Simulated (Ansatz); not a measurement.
Task: Name crystals whose computed values (plane-wave PAW PBE+D3(BJ) (Ansatz code)) fall in these windows: B₀ by P(V) fit (GPa) 22 to 27; gap (eV) 0.30 to 0.44.

Result: 

```tsv
crystal	B₀ by P(V) fit (GPa)	gap (eV)
InSe, P6_3/mmc (In on 4f, Se on 4f)	24.0	0.37
```
Others may fit too.

The cell was relaxed under the symmetry of its start. Scalar-relativistic: spin–orbit coupling is off unless named, which matters more the heavier the elements.

Potentials: the later of the program's two PAW sets.
